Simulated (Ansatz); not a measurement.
Values for one crystal, relaxed and computed with DFT-PBE in the program Ansatz with PAW potentials; other levels are named.

- Volume per atom: 10.28 Å³
- Electronic character: metallic (no gap)
- Pressure derivative B′: 3.9
- Density of states at the Fermi level: 0.09 states/eV per atom (mean over ±0.08 eV)
- Formation energy from the elements (no fitted shifts): -1019 meV/atom
- Gap with spin–orbit coupling: none (metallic)
- Bulk modulus (Birch–Murnaghan fit): 238 GPa

Question: Pick the material that matches.
A. TiSi, P6/mmm (Ti on 3f, Si on 1a, Si on 2d)
B. ZrB2, P6/mmm (Zr on 1a, B on 2d)
C. SiRh, P6/mmm (Rh on 3f, Si on 1a, Si on 2d)
D. TiGe2, P6/mmm (Ti on 1a, Ge on 2d)

Answer: B, ZrB2, P6/mmm (Zr on 1a, B on 2d)

The PBE relaxation kept the symmetry of its start. The run is not spin-polarised. The references are the lowest solids computed at this level, not always the standard phases. Spin–orbit coupling is left out wherever it is not named.

Potentials: the later of the program's two PAW sets.
